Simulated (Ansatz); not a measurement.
Piezoelectric tensor of H6PbCNCl3

All numbers below come from DFT PBEsol, scalar-relativistic, plane waves, PAW (Ansatz 0.2.0). Settings: 420 eV plane-wave cutoff, Γ-centred 6×6×6 mesh, fixed occupations. No spin polarisation.

Equilibrium structure at this level:
```xyz
12
Lattice="5.6384 0.0000 0.0616 0.0000 5.6043 0.0000 0.0602 0.0000 5.7862" Properties=species:S:1:pos:R:3 pbc="T T T"
H     5.2320    2.8022    4.5003
H     4.5517    1.8998    0.1387
H     4.5517    3.7045    0.1387
H     1.4007    1.9546    5.8299
H     1.4007    3.6497    5.8299
H     0.7978    2.8022    1.3724
Pb    2.6778    0.0000    2.8682
C     5.1433    2.8022    5.5943
N     0.8004    2.8022    0.3322
Cl    2.4954    0.0000    5.7144
Cl    2.3876    2.8022    3.1077
Cl    5.4800    0.0000    2.5559
```

Spin–orbit coupling is left out, which can shift energies with elements as heavy as these.

Q: Give the relaxed-ion proper piezoelectric stress tensor e_iJ (C/m², Voigt columns xx yy zz yz xz xy).

A:
```
x    0.137  0.069  0.043  0.000  0.256  0.000
y    0.000  0.000  0.000 -0.234  0.000  0.223
z   -0.172  0.176  0.393  0.000  0.160  0.000
```
Signs follow the orientation of the cell as given.

Q: With the elastic constants (GPa, Voigt order)
```
47.9 10.5 13.3  0.0 -0.6  0.0
10.6 44.1  7.1  0.0  0.8  0.0
13.3  7.1 41.2  0.0 -0.5  0.0
 0.0  0.0  0.0  4.4  0.0  1.9
-0.6  0.8 -0.6  0.0  4.1  0.0
 0.0  0.0  0.0  1.9  0.0  4.9
```
find the strain coefficients d = e·C⁻¹ (pC/N).

A:
```
x     3.5  -0.5   0.8   0.0  62.7   0.0
y     0.0   0.0   0.0 -86.5   0.0  77.6
z    -7.1   3.1  11.8   0.0  38.7   0.0
```

Whether H6PbCNCl3 exists in this form wasn't checked.

Cost: 1 run of about 120 core-minutes, on Arm Neoverse V2 (shared hosts).